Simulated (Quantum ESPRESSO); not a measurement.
## Kohn-Sham bands of CsCl (CsCl type)

```
CsCl
1.0
    4.14370     0.00000     0.00000
    0.00000     4.14370     0.00000
    0.00000     0.00000     4.14370
Cs Cl
1 1
Direct
  0.00000   0.00000   0.00000
  0.50000   0.50000   0.50000
```

Cell from Materials Project (mp-22865), symmetrised, no further relaxation. COD (Crystallography Open Database) has the formula in 2 space groups, this one among them (matched by group alone). Level: PBEsol, spinors with spin-orbit coupling; pw.x of Quantum ESPRESSO at 47 Ry with PseudoDojo potentials, 6×6×6 k-points, Wannier90. Density: 8×8×8 mesh, cold smearing 0.01 Ry.

Problem. List the Kohn-Sham levels between −8 and 7.9 eV relative to the valence-band maximum at the high-symmetry points, as a band run of pw.x on that density gives them (levels within 2 meV counted together).

Solution. 
```
point  k (reciprocal lattice)                                                                                                         levels (eV)
-----  ----------------------  ------------------------------------------------------------------------------------------------------------------
Γ           0.000 0.000 0.000                                                 -7.08 (×2), -5.41 (×4), -0.20 (×2), 0.00 (×4), 4.93 (×2), 5.22 (×4)
X           0.000 0.500 0.000                        -7.20 (×2), -5.69 (×2), -5.25 (×2), -1.24 (×2), -0.33 (×2), -0.26 (×2), 6.26 (×2), 7.36 (×2)
M           0.500 0.500 0.000  -7.52 (×2), -6.25 (×2), -5.43 (×2), -0.52 (×2), -0.48 (×2), -0.11 (×2), 5.74 (×2), 5.81 (×2), 7.79 (×2), 7.83 (×2)
R           0.500 0.500 0.500                                                                      -7.52 (×2), -5.97 (×4), -1.22 (×2), -1.13 (×4)
```
